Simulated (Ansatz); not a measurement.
Values for one crystal, relaxed and computed with PBEsol in the plane-wave PAW code Ansatz; other levels are named.

- Volume per atom: 10.55 Å³
- Electronic character: metallic (no gap)
- Highest zone-centre frequency: 437 cm⁻¹
- Formation energy from the elements (no fitted shifts): -0.73 eV/atom
- Mechanical stability: stable (all eigenvalues of C positive)
- Hill bulk and shear moduli: 241 and 128 GPa
- Bulk modulus (Birch–Murnaghan fit): 240 GPa

Pick the material that matches.
A. CoSi, P2_13 (Co on 4a, Si on 4a)
B. SiMo, CsCl type
C. TiSi2, Fddd (Ti on 8b, Si on 16f)
D. CoC, rock salt

A, CoSi, P2_13 (Co on 4a, Si on 4a)

The cell was relaxed with PBEsol under the symmetry of its start. The run is not spin-polarised. As this level gives no gap, shear constants depend on the k-mesh and smearing (Fermi–Dirac, 0.1 eV here). As this level gives no gap, phonon frequencies hold no LO–TO term and depend on the k-mesh and smearing (Fermi–Dirac, 0.1 eV here). The references are the lowest solids computed at this level, not always the standard phases.

Potentials: the earlier of the program's two PAW sets. The files were generated under PBE; for other functionals the program regenerates the frozen cores, and for LDA and PBEsol the local potential too.
